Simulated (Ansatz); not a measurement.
Starting cell, AlRu (CsCl type):

```
CELL_PARAMETERS angstrom
      3.00370     0.00000     0.00000
      0.00000     3.00370     0.00000
      0.00000     0.00000     3.00370
ATOMIC_POSITIONS crystal
  Al 0.00000 0.00000 0.00000
  Ru 0.50000 0.50000 0.50000
```

The atoms are displaced by Q × the pattern below (from a DFPT mode at Γ, largest move 1; Q in Å), at fixed cell. It is one choice among 3 degenerate patterns.

```
atom      x      y       z
----  -----  -----  ------
Al1   0.000  0.000   1.000
Ru2   0.000  0.000  -0.267
```

Computed with PBE (plane waves to 420 eV, PAW, scalar-relativistic; Ansatz, an electronic-structure program). k mesh 15×15×15 (Γ-centred), Fermi-Dirac smearing 0.05 eV. The energy includes the smearing's −TS. Compression counts positive. With partly filled bands, energies and forces of such displacements shift with the k mesh and the smearing. AlRu is run without spin polarisation. AlRu was relaxed with its symmetry unable to fall. ΔE is measured from the undisplaced structure.

| Q (Å) | −dE/dQ from forces (eV/Å) | ΔE (meV/cell) | P (GPa) |
|---|---|---|---|
| -0.180 | 2.121 | (withheld) | 3.8 |
| -0.150 | 1.772 | 133 | 2.6 |
| -0.120 | 1.421 | (withheld) | 1.7 |
| -0.090 | 1.067 | 48 | 1.0 |
| -0.060 | 0.712 | (withheld) | 0.4 |
| -0.030 | 0.356 | 5 | 0.1 |
| 0.000 | 0.000 | 0 | 0.0 |
| 0.030 | -0.356 | 5 | 0.1 |
| 0.060 | -0.712 | (withheld) | 0.4 |
| 0.090 | -1.067 | 48 | 1.0 |
| 0.120 | -1.421 | (withheld) | 1.7 |
| 0.150 | -1.772 | 133 | 2.6 |
| 0.180 | -2.121 | (withheld) | 3.8 |

What belongs in the gaps?


- -0.180, ΔE (meV/cell): 192
- -0.120, ΔE (meV/cell): 85
- -0.060, ΔE (meV/cell): 21
- 0.060, ΔE (meV/cell): 21
- 0.120, ΔE (meV/cell): 85
- 0.180, ΔE (meV/cell): 192

(For displaced atoms, the force is minus the slope of the energy, and its curvature is a force constant, which sets phonon frequencies.)
